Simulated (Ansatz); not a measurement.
Computed energy over volume and axial ratio: SrVO3 (cubic perovskite)

SrVO₃ (cubic perovskite)

```xyz
5
Lattice="3.8407 0.0000 0.0000 0.0000 3.8407 0.0000 0.0000 0.0000 3.8407" Properties=species:S:1:pos:R:3 pbc="T T T"
Sr     0.0000     0.0000     0.0000
V      1.9203     1.9203     1.9203
O      0.0000     1.9203     1.9203
O      1.9203     1.9203     0.0000
O      1.9203     0.0000     1.9203
```

Two coordinates are scanned: the volume, and the ratio of the stretch along z (the conventional c axis) to the stretch across it. Atoms keep their fractional coordinates.

Computed with r2SCAN (plane waves to 500 eV, PAW, scalar-relativistic; Ansatz, a program for electronic structure). k mesh 12×12×12 (Γ-centred), Fermi-Dirac smearing 0.05 eV. E stands for the smeared free energy. Compression counts positive. With partly filled bands, the response to shear is sensitive to the k mesh, so small differences along c/a are uncertain. Relaxed SrVO3 ends ferromagnetic. SrVO3 is run spin-polarised and with no Hubbard U. SrVO3 was relaxed with its symmetry unable to fall. The magnetic order is the one the run started from; other orders were not tried. The zero of ΔE is the relaxed starting cell.

ΔE (meV/atom), with V/V₀ across and (c/a)/(c/a)₀ down:

```csv
(c/a)/(c/a)₀ \ V/V₀,0.960,0.973,0.987,1.000,1.013,1.027,1.040
0.960,22,15,10,9,9,12,18
0.973,16,9,5,4,5,8,13
0.987,13,6,2,1,2,6,11
1.000,12,5,1,0,1,5,10
1.013,13,6,2,1,2,5,11
1.027,16,9,5,3,4,7,13
1.040,20,13,8,7,8,11,16
```

P (GPa), with V/V₀ across and (c/a)/(c/a)₀ down:

| (c/a)/(c/a)₀ \ V/V₀ | 0.960 | 0.973 | 0.987 | 1.000 | 1.013 | 1.027 | 1.040 |
|---|---|---|---|---|---|---|---|
| 0.960 | 9.3 | 6.2 | 3.3 | 0.5 | -2.0 | -4.4 | -6.6 |
| 0.973 | 9.0 | 5.9 | 3.0 | 0.2 | -2.3 | -4.7 | -6.9 |
| 0.987 | 8.8 | 5.7 | 2.8 | 0.1 | -2.5 | -4.8 | -7.0 |
| 1.000 | 8.7 | 5.6 | 2.7 | 0.0 | -2.5 | -4.9 | -7.1 |
| 1.013 | 8.8 | 5.7 | 2.8 | 0.1 | -2.5 | -4.8 | -7.0 |
| 1.027 | 9.0 | 5.9 | 2.9 | 0.2 | -2.3 | -4.7 | -6.9 |
| 1.040 | 9.3 | 6.1 | 3.2 | 0.5 | -2.1 | -4.5 | -6.7 |

What the scan shows:

The shear modulus C′ = (C11 − C12)/2 (fit, atoms clamped) comes out as 100 GPa. Lowest place on the grid: V/V₀ = 1.000, (c/a)/(c/a)₀ = 1.000 (0 meV/atom). Highest place on the grid: V/V₀ = 0.960, (c/a)/(c/a)₀ = 0.960 (22 meV/atom).

(Under strain, the slope of the energy per volume gives the stress and its curvature an elastic modulus.)
